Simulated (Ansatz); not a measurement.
Method: Ansatz, DFT PBEsol, scalar-relativistic, plane waves, PAW.

Plane waves to 420 eV, a k mesh through Γ of 10×10×6 on the computed 2-atom cell and Gaussian smearing (0.10 eV); no spin polarisation.

Structure with the computed forces (eV/Å) in the last three columns:

```xyz
2
Lattice="3.5539 -2.4615 0.0000 3.5539 2.4615 0.0000 0.0000 0.0000 6.9810" Properties=species:S:1:pos:R:3:forces:R:3 pbc="T T T" pressure_GPa=-0.42
Ba    3.5539   -1.3127    1.7453    0.0000    0.1150    0.0000
Ba    3.5539    1.3127    5.2358    0.0000   -0.1150    0.0000
```

Stress tensor (GPa, compression positive):

```
-0.67  0.00  0.00
 0.00 -0.40  0.00
 0.00  0.00 -0.19
```